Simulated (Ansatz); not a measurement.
AlN:
```
AlN
1.0
    3.10480     0.00000     0.00000
   -1.55240     2.68884     0.00000
    0.00000     0.00000     4.96831
Al N
2 2
Direct
  0.66667   0.33333   0.49900
  0.33333   0.66667   0.99900
  0.66667   0.33333   0.88100
  0.33333   0.66667   0.38100
```

Relaxed with HSE06.

Task: Give the Bader charges and basin volumes of the independent atoms, HSE06 in the plane-wave PAW code Ansatz.

Result: 

```csv
atom,Bader charge (e),Bader volume (Å³)
Al1,+2.47,3.8
N3,-2.47,16.9
```

Space group P6_3mc (wurtzite). The cell was relaxed with HSE06 under the symmetry of its start.

Potentials: the earlier of the program's two PAW sets. The files were generated under PBE; for other functionals the program regenerates the frozen cores, and for LDA and PBEsol the local potential too.
